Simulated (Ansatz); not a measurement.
Notes on TaTi3

```
CELL_PARAMETERS angstrom
0.00000 3.66096 0.00000
3.66096 0.00000 0.00000
1.83048 1.83048 -4.31781
ATOMIC_POSITIONS crystal
Ti 0.50000 0.50000 0.00000
Ta 0.00000 0.00000 0.00000
Ti 0.75000 0.25000 0.50000
Ti 0.25000 0.75000 0.50000
```

Single point in Ansatz 0.2.0 with PBEsol, spin-orbit coupling. Cutoff 420 eV, PAW datasets, 7×7×7 Γ-centred k mesh, fermi-dirac filling (width 0.1 eV).

The state carries no moments; the state need not be the lowest.

Problem. Is the cell too large or too small?

Solution. The pressure is 26.9 GPa (compression positive), so with the atoms held at these fractions the cell would first expand. The principal stresses 25.2, 27.7, 27.7 GPa differ, so its shape would change too.

Problem. Is there a gap?

Solution. It is a metal, with about 6 states/eV a cell as the mean within 0.25 eV of the Fermi level, mostly Ti d (70 %) and Ta d (17 %).

Problem. Give the Bader charges.

Solution. Bader charges in e: Ta -1.36, Ti +0.45. In the mean Ti gives up most and Ta takes most.

Problem. Is it stable against the elements?

Solution. 0.27 eV an atom against the elements' usual phases (free molecules for gases, crystals otherwise, with no correction for O₂ or N₂), so at this geometry it isn't bound against them. Relaxing would lower it.

Origin: a known structure type with other elements, at an estimated volume, so it need not be a known compound. Caveats: started without moments under time reversal, so no moment could form; atoms or cell far from equilibrium.
